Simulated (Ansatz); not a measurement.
Zr₂PbC:
```
Zr2PbC
1.0
    3.37126     0.00000     0.00000
   -1.68563     2.91959     0.00000
    0.00000     0.00000    14.77407
Zr Pb C
4 2 2
Cartesian
  1.68563   0.97320  13.55722
  0.00000   1.94640   1.21685
  0.00000   1.94640   6.17018
  1.68563   0.97320   8.60389
  1.68563   0.97320   3.69352
  0.00000   1.94640  11.08055
  0.00000   0.00000   0.00000
  0.00000   0.00000   7.38704
```

Relaxed with PBEsol. Special points in fractions of this cell's reciprocal vectors: Γ (0.000, 0.000, 0.000); M (0.500, 0.000, 0.000); K (0.333, 0.333, 0.000); A (0.000, 0.000, 0.500); L (0.500, 0.000, 0.500); H (0.333, 0.333, 0.500).

Q: List the band energies nearest the Fermi level at these points for DFT-PBEsol in the program Ansatz with PAW potentials.

A: In eV from the Fermi level; about four levels below and three above (degenerate sets whole), none deeper than 8.9 eV; points with the same levels are listed once.

```
k                                below                          above
-  -----------------------------------  -----------------------------
Γ        -3.18 -3.18 -3.15 -3.15 -2.57            0.15 0.47 0.50 0.50
M              -1.99 -1.94 -1.92 -1.81                 1.47 1.65 2.19
K        -2.30 -2.30 -1.92 -1.92 -0.59                 0.61 0.61 0.88
A  -3.16 -3.16 -3.16 -3.16 -2.98 -2.98  0.33 0.33 0.50 0.50 0.50 0.50
L              -1.96 -1.96 -1.86 -1.86            1.75 1.75 1.98 1.98
H              -1.80 -1.80 -0.03 -0.03            0.53 0.53 2.06 2.06
```

Space group P6_3/mmc. The first step of the workflow began from a Materials Project structure, measured or hypothetical; the Crystallography Open Database copy checked does not list it. Whether it is the stable phase at ambient conditions was not checked. The PBEsol relaxation kept the symmetry of its start; its stability against distortions is not shown here. The run is not spin-polarised. Scalar-relativistic: spin–orbit coupling is off unless named, which matters more the heavier the elements.

Potentials: the earlier of the program's two PAW sets. The files were generated under PBE; for other functionals the program regenerates the frozen cores, and for LDA and PBEsol the local potential too.
